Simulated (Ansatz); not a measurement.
A geometry of Nb away from equilibrium: step 3 of the relaxation of a relaxed Nb cell displaced along its unstable phonon at q = (½, 0, 0) of its primitive reciprocal cell (126i cm⁻¹), largest move 0.15 Å. The numbers are results of PBEsol (plane waves to 420 eV, PAW, scalar-relativistic; Ansatz, a program for electronic structure), not measurements. Γ-centred k-mesh 6×12×12 on the run's cell (coarser than for final values), Fermi–Dirac smearing 0.05 eV. The plane waves were selected for a different cell earlier on the path.

```yaml
crystal:
  lattice:
    - [5.05033, 0.00000, 0.00000]
    - [0.00000, 2.70731, 0.00000]
    - [0.00000, 0.00000, 2.70474]
  atoms:
    - { symbol: Nb, position: [0.00000, 0.00000, 0.20047] }
    - { symbol: Nb, position: [0.50000, 0.00000, 0.79953] }
```

Q: Give the Cartesian forces on all atoms (eV/Å).

A: 
```tsv
atom	Fx	Fy	Fz
Nb1	0.00	0.00	0.32
Nb2	0.00	0.00	-0.32
```

The path ends in P6/mmm (No. 191) (AFLOW prototype A_hP1_191_a (A_f, as in Sn)). No spin polarisation in the result.

The run could not lose the symmetry of its start, so the end can be a saddle point.

The end of the path is a generated cell of Nb: the first start was made by placing the elements on the sites of a structure type, and the end was not matched to a known phase here, so it may be hypothetical. Known forms of Nb include space group No. 229.
